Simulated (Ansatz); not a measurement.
**Os (hcp)**

Method: r²SCAN, scalar-relativistic; no spin polarisation; PAW, 500 eV, Γ-centred 18×18×10 mesh, 0.05 eV Gaussian smearing; code Ansatz. The datasets are Ansatz's generated set soft_2.

```
CELL_PARAMETERS angstrom
2.73574 0.00000 0.00000
-1.36787 2.36922 0.00000
0.00000 0.00000 4.32384
ATOMIC_POSITIONS crystal
Os 0.33333 0.66667 0.75000
Os 0.66667 0.33333 0.25000
```

Task: Which orbitals carry the states at the Fermi level, and how many states are there?

Result: Within 0.1 eV of it: Os 5d 97 % (shares among the projected shells). The density of states at the Fermi level is about 1.2 states/eV per cell, averaged over 0.3 eV.

Density of states (tetrahedra, averaged over 0.4 eV; states/eV per cell of 2 atoms; energy in eV from the Fermi level; projections on Löwdin-orthogonalised atomic orbitals, summed over sites):

| E | total | Os 5d | Os 6s | Os 5p |
| --- | --- | --- | --- | --- |
| -5.65 | 2.14 | 1.95 | 0.15 | 0.02 |
| -5.25 | 1.86 | 1.74 | 0.08 | 0.02 |
| -4.85 | 2.55 | 2.36 | 0.13 | 0.02 |
| -4.45 | 1.46 | 1.33 | 0.09 | 0.01 |
| -4.05 | 1.39 | 1.28 | 0.07 | 0.01 |
| -3.65 | 3.10 | 2.89 | 0.13 | 0.02 |
| -3.25 | 2.35 | 2.16 | 0.12 | 0.01 |
| -2.85 | 2.78 | 2.58 | 0.13 | 0.01 |
| -2.45 | 2.45 | 2.22 | 0.13 | 0.01 |
| -2.05 | 2.60 | 2.32 | 0.15 | 0.01 |
| -1.65 | 1.82 | 1.62 | 0.10 | 0.01 |
| -1.25 | 1.44 | 1.27 | 0.07 | 0.00 |
| -0.85 | 1.28 | 1.14 | 0.05 | 0.00 |
| -0.45 | 1.20 | 1.10 | 0.04 | 0.00 |
| -0.05 | 1.16 | 1.07 | 0.03 | 0.00 |
| 0.35 | 1.15 | 1.09 | 0.03 | 0.00 |
| 0.75 | 1.26 | 1.21 | 0.03 | 0.00 |
| 1.15 | 1.69 | 1.62 | 0.05 | 0.00 |
| 1.55 | 2.13 | 2.02 | 0.07 | 0.00 |
| 1.95 | 2.73 | 2.61 | 0.09 | 0.00 |
| 2.35 | 2.82 | 2.68 | 0.10 | 0.00 |
| 2.75 | 1.24 | 1.09 | 0.11 | 0.00 |
| 3.15 | 0.58 | 0.38 | 0.14 | 0.00 |
| 3.55 | 0.55 | 0.31 | 0.15 | 0.00 |
| 3.95 | 0.54 | 0.27 | 0.17 | 0.00 |
| 4.35 | 0.54 | 0.23 | 0.18 | 0.00 |
| 4.75 | 0.50 | 0.19 | 0.18 | 0.00 |
| 5.15 | 0.49 | 0.15 | 0.19 | 0.00 |

These numbers lack spin–orbit coupling.
